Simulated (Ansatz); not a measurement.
Crystals of one structure type (zinc blende) and one family of elements, relaxed and computed with DFT-HSE06 in the program Ansatz with PAW potentials.

| crystal | V (Å³/atom) | B₀ by P(V) fit (GPa) |
|---|---|---|
| BN | 5.81 | 403 |
| GaN | 11.38 | 198 |
| AlP | 20.52 | ? |
| InP | 25.70 | 69.4 |

Q: Fit a straight line to ln B₀ against ln V and predict the withheld value.

A: Least squares on the 3 shown rows: ln B₀ = -1.19 × ln V + (8.126), with a scatter of 4 %. For AlP this gives 92.8. The run itself gave 90.8, within the scatter.

All cells were relaxed under the symmetry of their starts (and spin orders); stability against distortions was not tested throughout. Spin–orbit coupling is left out wherever it is not named.

Potentials: the earlier of the program's two PAW sets.
